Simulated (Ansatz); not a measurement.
LiCl (rock salt, Fm-3m), a = b = c = 4.964 Å, α = β = γ = 90.00°; the cell used has 2 atoms.

This is the LDA-relaxed structure.

Question: All from LDA (plane waves, PAW; program Ansatz), unless another level is named. Estimate the Debye temperature from the elastic constants.

Answer: 459 K.

Question: What about the elastic constants (relaxed ions, GPa)?

Answer: C11 = 76.2, C12 = 23.2, C44 = 28.2.

Symmetry was held in the LDA relaxation.

Potentials: the earlier of the program's two PAW sets. The files were generated under PBE; for other functionals the program regenerates the frozen cores, and for LDA and PBEsol the local potential too.
